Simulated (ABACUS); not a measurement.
Worked example: self-consistent single point of GaSb (F-43m, 2 atoms in the cell; from Materials Project mp-1156, lattice scaled a little) in ABACUS.

Level of theory: PBE, PseudoDojo 0.5 standard norm-conserving PBE (tails mended) pseudopotentials (plane waves; ABACUS).

```yaml
crystal:
  lattice:
    - [0.00000, 3.04283, 3.04283]
    - [3.04283, 0.00000, 3.04283]
    - [3.04283, 3.04283, 0.00000]
  atoms:
    - { symbol: Ga, position: [0.00000, 0.00000, 0.00000] }
    - { symbol: Sb, position: [0.75000, 0.75000, 0.75000] }
```

Reference input (self-consistent single point, DFT, PBE, plane waves, PseudoDojo 0.5 standard norm-conserving PBE (tails mended) pseudopotentials): KPT = Gamma 9 9 9 0 0 0; basis_type = pw; dft_functional = PBE; ecutwfc = 80 Ry; smearing_method = fd; smearing_sigma = 0.00734986 Ry; potentials = PseudoDojo 0.5 standard norm-conserving PBE (tails mended); symmetry = 1; symmetry_prec = 1e-05; ks_solver = cg; scf_nmax = 100; scf_thr = 1.0e-09 Ry. This run's input differs from it in these lines:

```diff
@@ -48,3 +48,3 @@
 Gamma
-9 9 9 0 0 0
+6 6 6 0 0 0
```

Output, abridged:

```
 SELF-CONSISTENT
 -------------------------------------------
                                 init_chg = atomic

 PW ALGORITHM --------------- ION=   1  ELEC=   1--------------------------------
 Notice: Threshold on eigenvalues was too large.

 Density error is 0.0275152799347
                          Error Threshold = 7.59200511464e-05
 E_KohnSham     -334.8288395361      -4555.5800724180
 E_Fermi        0.6207948610         8.4463473989

 PW ALGORITHM --------------- ION=   1  ELEC=   2--------------------------------

 Density error is 0.00195647975415
                          Error Threshold = 9.82688569098e-05
   [... lines left out ...]

 Density error is 1.57717745003e-08
                          Error Threshold = 1.01799392548e-11
 E_KohnSham     -334.8306926784      -4555.6052857129
 E_Fermi        0.6377579518         8.6771420896

 PW ALGORITHM --------------- ION=   1  ELEC=  12--------------------------------

 Density error is 3.66644527366e-10
                          Error Threshold = 1.01799392548e-11
 E_KohnSham     -334.8306926803      -4555.6052857395
 E_KS(sigma->0) -334.8305609304      -4555.6034931892
 E_entropy(-TS) -0.0002634999        -0.0035851004
 E_Fermi        0.6377588213         8.6771539197
 charge density convergence is achieved
 final etot is -4555.6052857 eV
 EFERMI = 8.6771539197 eV

 STATE ENERGY(eV) AND OCCUPATIONS    NSPIN == 1
   [... 21 lines left out ...]

 TOTAL-FORCE (eV/Angstrom)
                       Ga1         0.0000000000         0.0000000000         0.0000000000
                       Sb1         0.0000000000         0.0000000000         0.0000000000

 TOTAL-STRESS (KBAR)
        32.5830755221        -0.0000000000        -0.0000000000
        -0.0000000000        32.5830755221         0.0000000000
        -0.0000000000         0.0000000000        32.5830755221
 TOTAL-PRESSURE: 32.583076 KBAR

 --------------------------------------------
 !FINAL_ETOT_IS -4555.6052857394524835 eV
 --------------------------------------------
```

The run converged in 12 iterations. Against the reference run the free energy goes up by 13.6 meV/atom and the pressure moves little (3.21 to 3.26 GPa).

Spin-orbit coupling is left out, which matters for bands and gaps with elements this heavy. This run is one point of a test of settings, so its values need not be converged; read them against the reference run alone. The structure comes from a collection of computed structures, made at another level of theory; the collection holds predicted forms beside known ones. Its lattice was then scaled. No clean gap shows at this smearing width and mesh (spacing up to 0.30 Å⁻¹); the mesh is coarse for partly filled bands, so the values carry mesh errors. Semi-local functionals can close small gaps.

Cost on one core: about 29 core-seconds (a rough figure).

“Tails mended”: in these copies of the files the far tail of each local potential was reset to the Coulomb form.
